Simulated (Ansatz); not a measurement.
# Zn6Sn3As2, a known structure type with other elements, at an estimated volume

```xyz
11
Lattice="3.8841 6.7275 0.0000 -3.8841 6.7275 0.0000 0.0000 0.0000 4.1220" Properties=species:S:1:pos:R:3 pbc="T T T"
As   -0.0004    4.4852    0.0000
As    0.0004    8.9698    0.0000
Zn    1.6531    6.7275    2.0610
Zn    1.1155    1.9321    2.0610
Zn   -2.7686    4.7954    2.0610
Sn   -0.8770    6.7275    2.0610
Sn    2.3806    4.1233    2.0610
Sn   -1.5035    2.6042    2.0610
Zn   -2.3957    6.7275    0.0000
Zn    3.1399    5.4385    0.0000
Zn   -0.7442    1.2890    0.0000
```

Method: m-r2SCAN, no spin polarisation; PAW, plane waves to 500 eV, 5×5×8 Γ-centred mesh, gaussian occupations (width 0.1933 eV) (Ansatz 0.2.0), atoms fixed.

Problem. Describe some of the short contacts.

Solution. Zn–Sn at 2.53 Å: least valence density 0.40 e/Å³ and ELF 0.41 there. Zn–Zn at 2.58 Å: least valence density 0.27 e/Å³ and ELF 0.35 there. As–Sn at 3.17 Å: least valence density 0.18 e/Å³ and ELF 0.37 there. These are pseudo-fields; inside the PAW spheres they differ from the all-electron ones.

Problem. Where is the largest force?

Solution. The largest is on Zn9 (and as large on other atoms): 1.07 eV/Å, components (-1.07, 0.00, 0.00). It makes 126° with the line to a nearest neighbour, Sn6 at 2.56 Å.

Problem. Metal or insulator?

Solution. It is a metal, with about 5 states/eV a cell as the mean within 0.25 eV of the Fermi level, mostly As p (35 %), Sn p (24 %) and Zn s (18 %).

Problem. Is it stable against the elements?

Solution. 0.39 eV an atom against the elements' usual phases (free molecules for gases, crystals otherwise, with no correction for O₂ or N₂), so at this geometry it isn't bound against them. Relaxing would lower it.

Problem. Is the cell too large or too small?

Solution. The pressure is 4.9 GPa (compression positive), so with the atoms held at these fractions the cell would first expand; the forces are large, so a full relaxation may end otherwise. The principal stresses 3.7, 5.4, 5.4 GPa differ, so its shape would change too.

Origin: a known structure type with other elements, at an estimated volume, so it need not be a known compound. Caveats: wide smearing; m-r2SCAN is r2SCAN with a changed spin dependence that lowers moments.
